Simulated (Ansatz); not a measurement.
The relaxed structure here is a generated cell of CdIn2O4: the first start was made by a random draw of sites in a space group, and the end was not matched to a known phase here, so it may be hypothetical.

The end point of a relaxation of CdIn₂O₄. Space group Imm2 (No. 44). Method: r2SCAN (plane waves to 500 eV, PAW, scalar-relativistic; Ansatz, a program for electronic structure).

```cif
data_CdIn2O4
_chemical_formula_sum 'Cd1 In2 O4'
_space_group_name_H-M_alt 'P 1'
_space_group_IT_number 1
_cell_length_a 5.37838
_cell_length_b 5.37838
_cell_length_c 5.37838
_cell_angle_alpha 110.470
_cell_angle_beta 99.374
_cell_angle_gamma 119.170
loop_
_space_group_symop_operation_xyz
  'x, y, z'
loop_
_atom_site_label
_atom_site_type_symbol
_atom_site_fract_x
_atom_site_fract_y
_atom_site_fract_z
_atom_site_occupancy
Cd1 Cd 0.76475 0.76475 0.00000 1
In1 In 0.34456 0.61741 0.27285 1
In2 In 0.34456 0.07172 0.72715 1
O1 O 0.28803 0.95800 0.08671 1
O2 O 0.87129 0.20132 0.91329 1
O3 O 0.28803 0.20132 0.33004 1
O4 O 0.87129 0.95800 0.66996 1
```

Estimate the band gap that r2SCAN returns for this input.

No gap on the sampled points, where the bands overlap only slightly; such a result is sensitive to mesh and level.

The relaxed cell holds bonded O–O pairs (1.49 Å). No spin polarisation in the result.

The run could not lose the symmetry of its start: the end is stationary, and may be a saddle point rather than a minimum.
